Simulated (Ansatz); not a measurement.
TePd:
```yaml
crystal:
  lattice:
    - [4.15725, 0.00000, 0.00000]
    - [-2.07862, 3.60028, 0.00000]
    - [0.00000, 0.00000, 5.61539]
  atoms:
    - { symbol: Te, position: [0.33333, 0.66667, 0.25000] }
    - { symbol: Te, position: [0.66667, 0.33333, 0.75000] }
    - { symbol: Pd, position: [0.00000, 0.00000, 0.00000] }
    - { symbol: Pd, position: [0.00000, 0.00000, 0.50000] }
```

Relaxed with PBEsol. Special points in fractions of this cell's reciprocal vectors: Γ (0.000, 0.000, 0.000); M (0.500, 0.000, 0.000); K (0.333, 0.333, 0.000); A (0.000, 0.000, 0.500); L (0.500, 0.000, 0.500); H (0.333, 0.333, 0.500).

**Question.** List the band energies nearest the Fermi level at these points for the program Ansatz at the PBEsol level (PAW).

**Answer.** In eV from the Fermi level; about four levels below and three above (degenerate sets whole), none deeper than 8.9 eV; points with the same levels are listed once.

```json
[
 {"k": "Γ", "below": "-2.20 -2.20 -1.18 -1.18 -0.24", "above": "0.47 1.73 1.73"},
 {"k": "M", "below": "-2.36 -2.24 -2.18 -1.64", "above": "0.84 2.23 3.82"},
 {"k": "K", "below": "-1.22 -1.22 -0.53 -0.53", "above": "3.05 5.83 7.17 7.17"},
 {"k": "A", "below": "-3.19 -3.19 -3.19 -3.19 -1.92 -1.92", "above": "0.81 0.81 0.81 0.81"},
 {"k": "L", "below": "-2.71 -2.71 -0.51 -0.51", "above": "0.40 0.40 3.37 3.37"},
 {"k": "H", "below": "-2.39 -2.39 -2.03 -2.03", "above": "2.09 2.09 5.31 5.31"}
]
```

Space group P6_3/mmc (NiAs type). The first step of the workflow began from a Materials Project structure, measured or hypothetical; the Crystallography Open Database files this formula in space group No. 194, but the cells were not matched. Its standing as an ambient phase is unchecked. The cell was relaxed with PBEsol under the symmetry of its start; whether a distortion lowers the energy is not shown. No spin polarisation was allowed. Scalar-relativistic: spin–orbit coupling is off unless named, which matters more the heavier the elements.

Potentials: the later of the program's two PAW sets.
